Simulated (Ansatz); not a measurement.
## Is this TaH structure a true minimum?

It was reached by relaxing an invented guess, and it needn't be the stable form of this composition.

Level of theory: DFT PBE, scalar-relativistic, plane waves, PAW (Ansatz). Settings: cutoff 420 eV, Γ-centred mesh 18×18×18 on the computed 2-atom cell, Gaussian smearing of 0.10 eV; no spin polarisation.

The cell below (2 atoms, space group I-4m2 (No. 119)) is relaxed within its symmetry.

```yaml
crystal:
  lattice:
    - [-1.71940, 1.71940, 1.75416]
    - [1.71940, -1.71940, 1.75416]
    - [1.71940, 1.71940, -1.75416]
  atoms:
    - { symbol: Ta, position: [0.00000, 0.00000, 0.00000] }
    - { symbol: H, position: [0.25000, 0.75000, 0.50000] }
```

For the test a repeat of it with 8 atoms (edges 3.00, 5.71, 5.71 Å) was strained at random (σ = 1.5 % a component), the atoms were moved at random (σ = 0.15 Å), and all was relaxed again on a coarse 8×4×4 mesh (in the run’s order of axes) with 0.20 eV smearing, with no symmetry imposed.

Spin–orbit coupling, which can matter for Ta, is left out.

Q: Is the structure stable against such a distortion?

A: It returns, within 1 meV/atom of the unmoved cell on that mesh and with the same symmetry when read at 0.1 Å (C2 at 0.01 Å, so small strains and shifts remain). No instability shows in this cell; modes of other wave vectors, which need another repeat, aren't tested.
